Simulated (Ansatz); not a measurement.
**YbMgPd: reading a single point**

```xyz
12
Lattice="7.2775 0.0000 0.0000 0.0000 4.2334 0.0000 0.0000 0.0000 8.4858" Properties=species:S:1:pos:R:3 pbc="T T T"
Yb    0.2277    1.0584    5.7264
Yb    3.4110    3.1751    1.4835
Yb    3.8665    1.0584    7.0023
Yb    7.0498    3.1751    2.7594
Mg    1.0138    1.0584    0.5193
Mg    2.6250    3.1751    4.7622
Mg    4.6525    1.0584    3.7236
Mg    6.2638    3.1751    7.9665
Pd    1.9440    1.0584    3.1642
Pd    1.6947    3.1751    7.4071
Pd    5.5828    1.0584    1.0787
Pd    5.3335    3.1751    5.3216
```

Single point in Ansatz 0.2.0 with r2SCAN, no spin polarisation. Cutoff 500 eV, PAW datasets, 3×5×3 Γ-centred k mesh, fermi-dirac filling (width 0.0361 eV).

(1) Give the Bader charges.

(2) Metal or insulator?

(3) Describe some of the short contacts.

(4) Is the cell too large or too small?

Origin: a database entry at a rescaled volume. Caveats: no spin polarisation, so a magnetic state may lie lower; f levels without a U or exact exchange are poorly placed.

## Answers

(1) Bader charges in e: Yb +1.27, Mg +1.37, Pd -2.64. In the mean Mg gives up most and Pd takes most.

(2) It is a metal, with about 51 states/eV a cell as the mean within 0.25 eV of the Fermi level, mostly Yb f (91 %).

(3) Mg–Pd at 2.74 Å: least valence density 0.16 e/Å³ and ELF 0.10 there. Yb–Pd at 3.06 Å: least valence density 0.17 e/Å³ and ELF 0.13 there. Mg–Mg at 3.11 Å: least valence density 0.11 e/Å³ and ELF 0.37 there. These are pseudo-fields; inside the PAW spheres they differ from the all-electron ones.

(4) The pressure is -0.8 GPa (compression positive), so with the atoms held at these fractions the cell would first shrink.
